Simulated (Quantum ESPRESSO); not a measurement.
# Kohn-Sham bands of TiO₂ (P2₁/c)

```
CELL_PARAMETERS angstrom
      4.81270     0.00000     0.00000
      0.00000     4.87188     0.00000
     -0.86289     0.00000     4.96659
ATOMIC_POSITIONS crystal
  Ti 0.27744 0.44719 0.71315
  Ti 0.72256 0.55281 0.28685
  Ti 0.72256 0.94719 0.78685
  Ti 0.27744 0.05281 0.21315
  O  0.44536 0.74237 0.96677
  O  0.55464 0.25763 0.03323
  O  0.55464 0.24237 0.53323
  O  0.44536 0.75763 0.46677
  O  0.06384 0.32303 0.35156
  O  0.93616 0.67697 0.64844
  O  0.93616 0.82303 0.14844
  O  0.06384 0.17697 0.85156
```

Materials Project entry mp-430; symmetrised, unrelaxed at this level. COD (Crystallography Open Database) has the formula in 6 space groups, this one among them (matched by group alone). Level: PBEsol, no spin polarisation, no spin-orbit coupling; pw.x of Quantum ESPRESSO at 68 Ry with PseudoDojo potentials, 4×4×4 k-points, Wannier90. Density: 8×6×6 mesh, cold smearing 0.01 Ry.

Energies are relative to the valence-band maximum; weights are on the orthonormalised atomic waves of the pseudopotential files, averaged over the group. 96 electrons a cell are treated as valence.

```csv
bands,from (eV),to (eV),filling,weight on atomic waves
1–4,-56.38,-56.34,filled,…
5–16,-32.95,-32.59,filled,…
17–24,-18.47,-16.03,filled,…
25–48,-5.84,0.00,filled,…
49–68,2.28,7.02,empty,…
```

**Question.** Which atomic shells make up each group?

**Answer.** 
- 1–4, weight on atomic waves: Ti 3s 97 %
- 5–16, weight on atomic waves: Ti 3p 98 %
- 17–24, weight on atomic waves: O 2s 84 %, Ti 3d 7 %, Ti 4s 6 %
- 25–48, weight on atomic waves: O 2p 80 %, Ti 3d 17 %
- 49–68, weight on atomic waves: Ti 3d 76 %, O 2p 19 %

The Kohn-Sham gap over both meshes and the path is 2.28 eV.
